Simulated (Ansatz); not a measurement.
GaSb (rock salt, Fm-3m) under volume change, PBE in the plane-wave PAW code Ansatz, scaled uniformly.

```
V (Å³/atom)  E − E(relaxed) (meV/atom)     P (GPa)
-----------  -------------------------  ----------
22.168                            40.4        6.50
22.899                      (withheld)  (withheld)
23.630                             4.0        1.80
24.361                             0.0        0.00
25.091                             3.6       -1.51
25.822                      (withheld)  (withheld)
26.553                            28.6       -3.84
```

Q: Some entries are withheld; supply them.

A: 
- 25.822, E − E(relaxed) (meV/atom): 13.4
- 25.822, P (GPa): -2.78
- 22.899, E − E(relaxed) (meV/atom): 16.9
- 22.899, P (GPa): 3.92

Q: What does a third-order Birch–Murnaghan fit give for V₀, B₀ and B′?

A: V₀ = 24.36 Å³/atom, B₀ = 54.8 GPa, B′ = 4.8.

The start of the workflow was typed in or built on a structure type; neither database checked (COD, Materials Project) lists it. It is not the phase usual at ambient conditions (space group No. 216). The cell was relaxed with PBE under the symmetry of its start; its stability against distortions is not shown here. The volume moved by 17 % from the start of the relaxation. Scalar-relativistic: spin–orbit coupling is off unless named, which matters more the heavier the elements.

Potentials: the later of the program's two PAW sets.
